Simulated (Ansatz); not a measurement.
## Mechanical response of SnTe (Fm-3m)

```
Sn Te
1.0
     0.00000    3.14430    3.14430
     3.14430    0.00000    3.14430
     3.14430    3.14430    0.00000
Sn Te
1 1
Direct
  0.00000 0.00000 0.00000
  0.50000 0.50000 0.50000
```

Level of theory, where no other is named: PBEsol, all-electron LAPW in Ansatz 0.2.0, scalar-relativistic. k mesh 12×12×12, fixed occupations, basis error target 1 meV/atom. The cell was relaxed by PAW under this functional.

The cell is cubic and carries a residual pressure of 0.00 GPa at this level. Each strain component that symmetry leaves independent is applied at ±0.008, the ions relax wherever a strain frees them, and the stress (tension positive, GPa) is read. Shears are engineering strains, γ = 2ε.

```csv
strain,size,σxx,σyy,σzz,σyz,σxz,σxy
xx,-0.008,-1.1548,-0.0220,-0.0220,0.0000,0.0000,0.0000
xx,+0.008,1.0378,0.0176,0.0176,0.0000,0.0000,0.0000
yz,-0.008,-0.0034,-0.0041,-0.0041,-0.1379,0.0000,0.0000
yz,+0.008,-0.0034,-0.0041,-0.0041,0.1379,0.0000,0.0000
```

A central difference gives one constant, for example C11 ≈ (1.0378 − (-1.1548))/(0.016) = 137.0 GPa; the program then imposes the crystal's symmetry on the whole matrix.

Task: What are the independent elastic constants?

Result: C11 = 137.0, C12 = 2.5, C44 = 17.2 GPa.

Task: Do they meet the Born conditions?

Result: C11 − C12 = 134.6, C11 + 2C12 = 142.0 and C44 = 17.2 GPa must all be positive, so the crystal is elastically stable; that says nothing yet of its phonons.

Task: What moduli does a random aggregate of grains have?

Result: B = (C11 + 2C12)/3 = 47.3 GPa. G_V = (C11 − C12 + 3C44)/5 = 37.3 and G_R = 5(C11 − C12)C44/(4C44 + 3(C11 − C12)) = 24.5, so G_H = 30.9 GPa. Then E = 9BG/(3B + G) = 76.1 GPa, ν = (3B − 2G)/(6B + 2G) = 0.232 and B/G = 1.53, on the brittle side of Pugh's 1.75 (a rule of thumb, made for metals; it doesn't predict ductility here).

Task: With the density of 6.579 g/cm³, how fast does sound travel, and what Debye temperature follows?

Result: 

| direction | slow (m/s) | middle (m/s) | fast (m/s) |
| --- | --- | --- | --- |
| [100] | 1619 | 1619 | 4564 |
| [110] | 1619 | 3198 | 3637 |
| [111] | 2773 | 2773 | 3269 |

The mean of v⁻³ over directions and branches gives v_m = 2275 m/s and θ_D = (ħ/k_B) v_m (6π²n)^(1/3) = 215 K, n being atoms per volume. Young's modulus spans 46 to 137 GPa over directions, and the universal anisotropy index is 2.59.

Task: How far do the constants move if PAW replaces LAPW in the same cell?

Result: 

| constant | LAPW (GPa) | PAW (GPa) | difference |
| --- | --- | --- | --- |
| C11 | 137.0 | 137.0 | 0.0 |
| C12 | 2.5 | 2.5 | 0.0 |
| C44 | 17.2 | 17.2 | 0.0 |

Task: How do the constants change if the ions are clamped to the homogeneous strain?

Result: None moves by more than 0.3 GPa: by symmetry a homogeneous strain puts no force on these sites.

Known limits: the gap is tiny at this level, and band order or a closed gap can change these values; rock-salt SnTe distorts to a rhombohedral form at low temperature, and its gap hangs on spin-orbit coupling; the frozen-core PAW files of the compared runs were fitted under PBE, their cores solved anew for this functional.
